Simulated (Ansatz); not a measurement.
**LaNbN4 in Ansatz, relaxation**

Run with:

```bash
ansatz run input.yaml --threads 2 --pin off --max-ram 3584MiB --backend cpu --events-out ev --progress --plain --runs-dir out
```

input.yaml:

```yaml
crystal:
  lattice:
    - [-0.37481207, 0.0, 5.28055195]
    - [5.66157218, 0.0, 0.0]
    - [2.64338006, 5.86197534, 2.64027547]
  atoms:
    - { symbol: "N", position: [0.2738, 0.9335, 0.4178] }
    - { symbol: "N", position: [0.8084, 0.6487, 0.4178] }
    - { symbol: "N", position: [0.7262, 0.0665, 0.5822] }
    - { symbol: "N", position: [0.1916, 0.3513, 0.5822] }
    - { symbol: Nb, position: [0.1453, 0.8953, 0.2094] }
    - { symbol: Nb, position: [0.8547, 0.1047, 0.7906] }
    - { symbol: La, position: [0.6196, 0.3696, 0.2608] }
    - { symbol: La, position: [0.3804, 0.6304, 0.7392] }
    - { symbol: "N", position: [0.0119, 0.1887, 0.0756] }
    - { symbol: "N", position: [0.4125, 0.7357, 0.0756] }
    - { symbol: "N", position: [0.9881, 0.8113, 0.9244] }
    - { symbol: "N", position: [0.5875, 0.2643, 0.9244] }
  symmetry: { tolerance: 0.0003 }
kpoints:
  mp_grid: { grid: [4, 4, 4], shift: [0, 0, 0] }
magnetization:
  spin_polarized: false
scf:
  occupations: { method: fermi_dirac, width: 0.0163 }
  lower_state_search: "off"
hamiltonian:
  pseudopotentials: { kind: paw }
  xc: lda
basis:
  ecutwfc: 420
  fft_grid_basis: typed
relax:
  max_steps: 40
  cell: { p_target: 20.0 }
output:
  forces: true
  stress: true
  eigenvalues: true
  bader: true
  populations: true
  elf: true
  write_potential: true
  volumetric_format: npy
  dos:
    e_range: [-12, 8]
    de: 0.05
    projected: { site_lists: { La: [La], "N": ["N"], Nb: [Nb] } }
  write_density: true
checkpoint:
  read: saved_state
```

Origin of the cell: a known structure type with other elements, at an estimated volume, so it need not be a known compound.

The saved state is a converged single point of the same cell.

Steps («new basis» is an SCF on plane waves selected anew at the same cell):

```tsv
step	ΔH (meV/atom)	max force component (eV/Å)	P (GPa)	volume (Å³)	SCF iterations	step was
1	0.0	1.545	0.43	175.25	6	accepted
2	-276.8	1.094	15.21	152.39	8	accepted
3	-382.1	0.729	23.43	141.52	7	accepted
4	-481.6	1.587	18.25	141.09	7	accepted
5	-689.5	3.404	20.53	137.34	8	accepted
6	-956.8	2.906	23.19	135.17	7	accepted
7	-894.6	13.790	35.06	136.62	9	rejected
8	-1033.8	2.955	17.69	138.05	12	accepted
9	-1115.0	1.045	20.75	138.51	7	accepted
10	-1172.2	1.135	18.46	140.12	6	accepted
11	-1178.6	4.753	24.19	140.17	7	accepted
12	-1217.3	0.305	20.01	139.32	6	accepted
13	-1218.2	0.098	18.75	139.50	6	accepted
14	-1218.7	0.146	19.93	138.77	6	accepted
15	-1218.9	0.053	19.84	138.69	6	accepted
16	-1218.9	0.040	19.95	138.70	6	accepted
17	-1219.0	0.005	20.01	138.68	6	accepted
18	-1214.9	0.006	19.40	138.68	6	new basis
19	-1215.1	0.018	20.14	138.20	6	accepted
20	-1215.1	0.004	19.99	138.28	6	accepted
21	-1215.1	0.005	20.03	138.27	6	accepted
22	-1215.0	0.005	20.01	138.27	8	new basis
```

Step 1, with forces in eV/Å:

```xyz
12
Lattice="-0.375 0.000 5.281 5.662 0.000 0.000 2.643 5.862 2.640" Properties=species:S:1:pos:R:3:forces:R:3 pbc="T T T" step=1
N     6.287    2.449    2.549    1.018    1.071    1.262
N     4.474    2.449    5.372   -1.018    1.071   -1.262
N     1.643    3.413    5.372   -1.018   -1.071   -1.262
N     3.456    3.413    2.549    1.018   -1.071    1.262
Nb    5.568    1.227    1.320    0.000   -0.037    0.000
Nb    2.362    4.634    6.601    0.000    0.037    0.000
La    2.550    1.529    3.960    0.000   -0.118    0.000
La    5.380    4.333    3.960    0.000    0.118    0.000
N     1.264    0.443    0.262    1.507   -1.545   -0.857
N     4.210    0.443    2.378   -1.507   -1.545    0.857
N     6.666    5.419    7.658   -1.507    1.545    0.857
N     3.720    5.419    5.543    1.507    1.545   -0.857
```

Step 3, with forces in eV/Å:

```xyz
12
Lattice="-0.305 0.000 4.923 5.371 0.000 0.054 2.533 5.349 2.489" Properties=species:S:1:pos:R:3:forces:R:3 pbc="T T T" step=3
N     6.188    2.373    2.433    0.677    0.729   -0.514
N     4.096    2.373    5.061   -0.677    0.729    0.514
N     1.411    2.976    5.033   -0.677   -0.729    0.514
N     3.503    2.976    2.405    0.677   -0.729   -0.514
Nb    5.295    1.120    1.285    0.000    0.054    0.000
Nb    2.304    4.229    6.181    0.000   -0.054    0.000
La    2.457    1.355    3.719    0.000    0.267    0.000
La    5.142    3.994    3.747    0.000   -0.267    0.000
N     1.241    0.205    0.143   -0.114   -0.147   -0.224
N     3.978    0.205    2.372    0.114   -0.147    0.224
N     6.358    5.144    7.323    0.114    0.147    0.224
N     3.621    5.144    5.094   -0.114    0.147   -0.224
```

Step 5, with forces in eV/Å:

```xyz
12
Lattice="-0.197 0.000 4.734 5.414 0.000 0.173 2.608 5.352 2.454" Properties=species:S:1:pos:R:3:forces:R:3 pbc="T T T" step=5
N     6.513    2.543    2.270    1.521    1.113   -3.404
N     4.020    2.543    5.177   -1.521    1.113    3.404
N     1.313    2.808    5.090   -1.521   -1.113    3.404
N     3.806    2.808    2.184    1.521   -1.113   -3.404
Nb    5.365    1.160    1.357    0.000   -1.022    0.000
Nb    2.461    4.191    6.004    0.000    1.022    0.000
La    2.559    1.390    3.637    0.000   -0.349    0.000
La    5.266    3.962    3.724    0.000    0.349    0.000
N     1.198    0.130    0.108    0.335   -0.442    0.084
N     4.117    0.130    2.432   -0.335   -0.442   -0.084
N     6.627    5.221    7.253   -0.335    0.442   -0.084
N     3.708    5.221    4.929    0.335    0.442    0.084
```

Step 8, with forces in eV/Å:

```xyz
12
Lattice="-0.158 0.000 4.621 5.486 0.000 0.220 2.664 5.437 2.421" Properties=species:S:1:pos:R:3:forces:R:3 pbc="T T T" step=8
N     6.741    2.659    2.119    0.650    0.299   -2.955
N     3.995    2.659    5.254   -0.650    0.299    2.955
N     1.251    2.778    5.144   -0.650   -0.299    2.955
N     3.998    2.778    2.009    0.650   -0.299   -2.955
Nb    5.447    1.070    1.375    0.000   -1.769    0.000
Nb    2.546    4.367    5.887    0.000    1.769    0.000
La    2.625    1.430    3.576    0.000   -0.170    0.000
La    5.368    4.008    3.686    0.000    0.170    0.000
N     1.250    0.067    0.106    0.134   -0.385   -0.070
N     4.157    0.067    2.425   -0.134   -0.385    0.070
N     6.742    5.370    7.156   -0.134    0.385    0.070
N     3.836    5.370    4.837    0.134    0.385   -0.070
```

Step 10, with forces in eV/Å:

```xyz
12
Lattice="-0.162 0.000 4.878 5.287 0.000 0.201 2.562 5.426 2.540" Properties=species:S:1:pos:R:3:forces:R:3 pbc="T T T" step=10
N     6.581    2.675    2.097   -0.396    0.237   -0.127
N     3.749    2.675    5.623    0.396    0.237    0.127
N     1.106    2.751    5.522    0.396   -0.237    0.127
N     3.938    2.751    1.996   -0.396   -0.237   -0.127
Nb    5.247    0.921    1.421    0.000   -1.135    0.000
Nb    2.441    4.505    6.198    0.000    1.135    0.000
La    2.522    1.440    3.759    0.000   -0.677    0.000
La    5.165    3.986    3.860    0.000    0.677    0.000
N     1.245    0.019    0.082    0.318   -0.187   -0.288
N     3.961    0.019    2.558   -0.318   -0.187    0.288
N     6.442    5.407    7.536   -0.318    0.187    0.288
N     3.726    5.407    5.061    0.318    0.187   -0.288
```

Step 11, with forces in eV/Å:

```xyz
12
Lattice="-0.180 0.000 5.135 5.166 0.000 0.174 2.493 5.278 2.654" Properties=species:S:1:pos:R:3:forces:R:3 pbc="T T T" step=11
N     6.434    2.653    2.088   -0.276    0.007    4.753
N     3.629    2.653    5.963    0.276    0.007   -4.753
N     1.046    2.625    5.876    0.276   -0.007   -4.753
N     3.851    2.625    2.001   -0.276   -0.007    4.753
Nb    5.121    0.774    1.458    0.000    1.547    0.000
Nb    2.359    4.504    6.506    0.000   -1.547    0.000
La    2.448    1.376    3.938    0.000    0.592    0.000
La    5.032    3.901    4.025    0.000   -0.592    0.000
N     1.261   -0.011    0.056   -0.103    0.089   -0.155
N     3.815   -0.011    2.686    0.103    0.089    0.155
N     6.218    5.288    7.908    0.103   -0.089    0.155
N     3.665    5.288    5.277   -0.103   -0.089   -0.155
```

Step 13, with forces in eV/Å:

```xyz
12
Lattice="-0.178 0.000 5.134 5.212 0.000 0.179 2.517 5.207 2.657" Properties=species:S:1:pos:R:3:forces:R:3 pbc="T T T" step=13
N     6.450    2.603    2.129   -0.003    0.007    0.025
N     3.708    2.603    5.932    0.003    0.007   -0.025
N     1.102    2.604    5.842    0.003   -0.007   -0.025
N     3.844    2.604    2.039   -0.003   -0.007    0.025
Nb    5.168    0.817    1.463    0.000    0.098    0.000
Nb    2.384    4.390    6.508    0.000   -0.098    0.000
La    2.473    1.378    3.941    0.000   -0.076    0.000
La    5.079    3.829    4.030    0.000    0.076    0.000
N     1.253    0.002    0.043    0.055   -0.011    0.001
N     3.870    0.002    2.704   -0.055   -0.011   -0.001
N     6.298    5.205    7.928   -0.055    0.011   -0.001
N     3.682    5.205    5.267    0.055    0.011    0.001
```

Step 15, with forces in eV/Å:

```xyz
12
Lattice="-0.220 0.000 5.127 5.209 0.000 0.134 2.495 5.188 2.630" Properties=species:S:1:pos:R:3:forces:R:3 pbc="T T T" step=15
N     6.446    2.594    2.071   -0.004   -0.001   -0.004
N     3.642    2.594    5.888    0.004   -0.001    0.004
N     1.038    2.594    5.820    0.004    0.001    0.004
N     3.842    2.594    2.004   -0.004    0.001   -0.004
Nb    5.154    0.818    1.416    0.000   -0.051    0.000
Nb    2.330    4.370    6.475    0.000    0.051    0.000
La    2.440    1.374    3.912    0.000   -0.007    0.000
La    5.044    3.814    3.979    0.000    0.007    0.000
N     1.256    0.031    0.025   -0.053   -0.008   -0.010
N     3.843    0.031    2.673    0.053   -0.008    0.010
N     6.228    5.157    7.866    0.053    0.008    0.010
N     3.641    5.157    5.219   -0.053    0.008   -0.010
```

Step 18, with forces in eV/Å:

```xyz
12
Lattice="-0.238 0.000 5.126 5.211 0.000 0.114 2.486 5.187 2.620" Properties=species:S:1:pos:R:3:forces:R:3 pbc="T T T" step=18
N     6.449    2.593    2.046    0.000    0.001    0.006
N     3.616    2.593    5.872    0.000    0.001   -0.006
N     1.010    2.594    5.814    0.000   -0.001   -0.006
N     3.843    2.594    1.988    0.000   -0.001    0.006
Nb    5.151    0.818    1.396    0.000    0.000    0.000
Nb    2.308    4.369    6.464    0.000    0.000    0.000
La    2.427    1.373    3.901    0.000   -0.004    0.000
La    5.032    3.814    3.959    0.000    0.004    0.000
N     1.255    0.043    0.016    0.004   -0.001    0.000
N     3.837    0.043    2.661   -0.004   -0.001    0.000
N     6.204    5.144    7.844   -0.004    0.001    0.000
N     3.622    5.144    5.199    0.004    0.001    0.000
```

Step 22, with forces in eV/Å:

```xyz
12
Lattice="-0.229 0.000 5.124 5.206 0.000 0.124 2.488 5.179 2.624" Properties=species:S:1:pos:R:3:forces:R:3 pbc="T T T" step=22
N     6.442    2.589    2.057   -0.001    0.000    0.003
N     3.626    2.589    5.876    0.001    0.000   -0.003
N     1.023    2.589    5.814    0.001    0.000   -0.003
N     3.839    2.589    1.995   -0.001    0.000    0.003
Nb    5.148    0.817    1.405    0.000   -0.001    0.000
Nb    2.317    4.362    6.467    0.000    0.001    0.000
La    2.431    1.373    3.905    0.000    0.005    0.000
La    5.034    3.805    3.967    0.000   -0.005    0.000
N     1.255    0.037    0.020   -0.002    0.000    0.000
N     3.837    0.037    2.666    0.002    0.000    0.000
N     6.211    5.142    7.851    0.002    0.000    0.000
N     3.629    5.142    5.206   -0.002    0.000    0.000
```

```yaml
Enthalpy_lowered_by: 1215.0 meV/atom
Volume_change: -21.10 %
Final_pressure: 20.01 GPa
Relaxation_steps_listed: 22
```

Caveats: no moments, though an odd count or open d shells may carry them; no spin-orbit coupling, though heavy elements are present; the k mesh is coarse if the cell is a metal; the relaxation held the start's symmetry, so the end may be a saddle point.

It ran for 3.6 min on 2 threads of Intel(R) Xeon(R) Platinum 8488C (Sapphire Rapids) (shared host), peak memory 0.64 GiB, from a saved density.
